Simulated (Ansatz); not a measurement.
Input:

WN₂:
```cif
data_N4W2
_chemical_formula_sum 'W2 N4'
_space_group_name_H-M_alt 'P63/mmc'
_space_group_IT_number 194
_space_group_name_Hall '-P 6c 2c'
_cell_length_a 2.88349
_cell_length_b 2.88349
_cell_length_c 7.69611
_cell_angle_alpha 90.000
_cell_angle_beta 90.000
_cell_angle_gamma 120.000
loop_
_atom_site_label
_atom_site_type_symbol
_atom_site_symmetry_multiplicity
_atom_site_Wyckoff_symbol
_atom_site_fract_x
_atom_site_fract_y
_atom_site_fract_z
_atom_site_occupancy
W1 W 2 d 0.66667 0.33333 0.25000 1
N1 N 4 e 0.00000 0.00000 0.08979 1
```

This is the LDA-relaxed structure.

**Question.** All from plane-wave PAW LDA (Ansatz code), unless another level is named. Give the smallest direct gap on the standard path.

**Answer.** 1.78 eV.

**Question.** What about the band gap?

**Answer.** 1.37 eV (indirect).

**Question.** What about the valence-band maximum?

**Answer.** at H.

Space group P6_3/mmc. The first step of the workflow began from a Materials Project structure, measured or hypothetical; the Crystallography Open Database copy checked does not list it. Its standing as an ambient phase is unchecked. Symmetry was held in the LDA relaxation; its stability against distortions is not shown here. The run is not spin-polarised. Spin–orbit coupling is left out wherever it is not named.

Potentials: the later of the program's two PAW sets.
